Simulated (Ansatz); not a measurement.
GaSb:
Space group P6₃mc (No. 186); a = 4.313 Å, b = 4.313 Å, c = 14.155 Å, α = 90.00°, β = 90.00°, γ = 120.00°

```csv
atom,site,symmetry,x,y,z
Ga,2b,3m.,0.3333,0.6667,0.4998
Sb,2b,3m.,0.6667,0.3333,0.1878
Ga,2a,3m.,0.0000,0.0000,0.2505
Sb,2a,3m.,0.0000,0.0000,0.4370
```

Relaxed at zero pressure with plane-wave PAW PBEsol (Ansatz code).

The volume is lowered by 9 % and shape and atoms relax at that volume. What pressure results, and how do the axes share the change?

6.1 GPa; a -3.1 %, b -3.1 %, c -3.0 %; the energy rises by 44 meV/atom.

Give the new structure.


Space group P6₃mc (No. 186); a = 4.1782 Å, b = 4.1782 Å, c = 13.7240 Å, α = 90.00°, β = 90.00°, γ = 120.00°

```csv
atom,site,symmetry,x,y,z
Ga,2b,3m.,0.3333,0.6667,0.4999
Sb,2b,3m.,0.6667,0.3333,0.1876
Ga,2a,3m.,0.0000,0.0000,0.2505
Sb,2a,3m.,0.0000,0.0000,0.4370
```

The phase is kept; no other phase was compared at this pressure.

Space group P6_3mc. The start of the workflow was typed in or built on a structure type; the Crystallography Open Database copy checked does not list it. It is not the phase usual at ambient conditions (space group No. 216). The cell was relaxed with PBEsol under the symmetry of its start; its stability against distortions is not shown here. Scalar-relativistic: spin–orbit coupling is off unless named, which matters more the heavier the elements.

Potentials: the earlier of the program's two PAW sets. The files were generated under PBE; for other functionals the program regenerates the frozen cores, and for LDA and PBEsol the local potential too.
